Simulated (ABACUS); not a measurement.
Set-up for a self-consistent single point of CsSnI3 (P4/mmm, 5 atoms in the cell; from Materials Project mp-614013, changed as shown).

```yaml
crystal:
  lattice:
    - [6.29063, 0.00000, 0.00000]
    - [0.00000, 6.35354, 0.00000]
    - [0.00000, 0.00000, 6.29063]
  atoms:
    - { symbol: Cs, position: [0.50000, 0.50000, 0.50000] }
    - { symbol: Sn, position: [0.00000, 0.00000, 0.00000] }
    - { symbol: I, position: [0.50000, 0.00000, 0.00000] }
    - { symbol: I, position: [0.00000, 0.50000, 0.00000] }
    - { symbol: I, position: [0.00000, 0.00000, 0.50000] }
```

Method: PBE, numerical atomic orbitals DZP (confined pseudo-atomic orbitals with Gaussian additions; energy shift 0.01 Ry), PseudoDojo 0.5 standard norm-conserving PBE (tails mended) pseudopotentials (ABACUS).

ABACUS settings:

* **basis**: DZP numerical atomic orbitals, energy shift 0.01 Ry
* **KPT**: Gamma 6 6 6 0 0 0
* **basis_type**: lcao
* **dft_functional**: PBE
* **ecutwfc**: 100 Ry
* **smearing_method**: gaussian
* **smearing_sigma**: 0.00146997 Ry
* **potentials**: PseudoDojo 0.5 standard norm-conserving PBE (tails mended)
* **symmetry**: 1
* **symmetry_prec**: 1e-05
* **ks_solver**: genelpa
* **scf_nmax**: 100
* **scf_thr**: 1.0e-07
* **mixing_type**: broyden

Results:

* **Number of valence electrons**: 44
* **Number of bands**: 32
* **Number of k-points after the program's reduction**: 40
* **Size of the basis**: 78
* **Number of SCF iterations**: 10
* **Free energy E − TS**: -3840.7111 eV
* **Top of the valence band (on the code's own zero)**: 3.80 eV
* **Gap on the k-point mesh**: 0.43 eV
* **Pressure**: -1.30 GPa

Stress (GPa, positive for compression):
```
-1.20   0.00   0.00
 0.00  -1.49   0.00
 0.00   0.00  -1.20
```

Gaps are taken between levels on the mesh.

For comparison: a first run was changed to give this one (lattice vector b scaled by 1.01), and from it to this one the free energy goes up by 4.1 meV/atom, the pressure goes from -1.14 to -1.30 GPa and the gap on the mesh hardly changes (0.436 to 0.432 eV).

Spin-orbit coupling is left out, which matters for bands and gaps with elements this heavy. The atom-centred basis is finite, which shifts total energies, pressures and gaps against plane waves. The structure comes from a collection of computed structures, made at another level of theory; the collection holds predicted forms beside known ones. Its lattice was then scaled.

Cost on one core: about 30 core-seconds (a rough figure).

The atomic orbitals were generated for these runs; they are not ABACUS's published sets and were checked against plane waves on a few crystals only.

“Tails mended”: in these copies of the files the far tail of each local potential was reset to the Coulomb form.
